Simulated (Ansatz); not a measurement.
One crystal and one scan (scan of one atom of the cell) at two levels, PBE-D3(BJ) (plane waves to 420 eV, PAW, scalar-relativistic; Ansatz, a program for electronic structure) and r2SCAN+rVV10 (plane waves to 500 eV, PAW, scalar-relativistic; Ansatz), each from its own relaxed cell and on its own mesh. The cell shown is that of PBE-D3(BJ).

Starting cell, C (graphite type, space group P6_3/mmc):

```
CELL_PARAMETERS angstrom
      2.46500     0.00000     0.00000
     -1.23250     2.13475     0.00000
      0.00000     0.00000     6.73046
ATOMIC_POSITIONS crystal
  C  0.00000 0.00000 0.25000
  C  0.00000 0.00000 0.75000
  C  0.33333 0.66667 0.25000
  C  0.66667 0.33333 0.75000
```

In each cell atom 2 (C, nearest neighbour C at 1.423 Å; its periodic images, 2.5 Å or more away, move with it) moves by s·(0.000, 0.000, 1.000) (along Cartesian z), the rest being held.

E stands for the smeared free energy. C was relaxed with its symmetry unable to fall. With partly filled bands, energies and forces of such displacements shift with the k mesh and the smearing. Both scans cover s from -0.140 to 0.140 Å.

ΔE (meV/cell), each from the undisplaced structure of its own level:

```
s (Å)   PBE-D3(BJ)  r2SCAN+rVV10
------  ----------  ------------
-0.140         164           170
-0.112         105      withheld
-0.084          59            61
-0.056          26            27
-0.028           7             7
0.000            0             0
0.028            7             7
0.056           26            27
0.084           59            61
0.112          105      withheld
0.140          164           170
```

### Question
Estimate the r2SCAN+rVV10 value at -0.112 from the PBE-D3(BJ) value there and the ratio of the two levels in the two nearest given rows on that side of the minimum.

### Answer
At -0.084 and -0.140 the ratio r2SCAN+rVV10/PBE-D3(BJ) averages 1.035, which gives 1.035 × 105 = 109 meV/cell. The calculation gives 109 meV/cell, +3.8 % against PBE-D3(BJ).

(For displaced atoms, the force is minus the slope of the energy, and its curvature is a force constant, which sets phonon frequencies.)
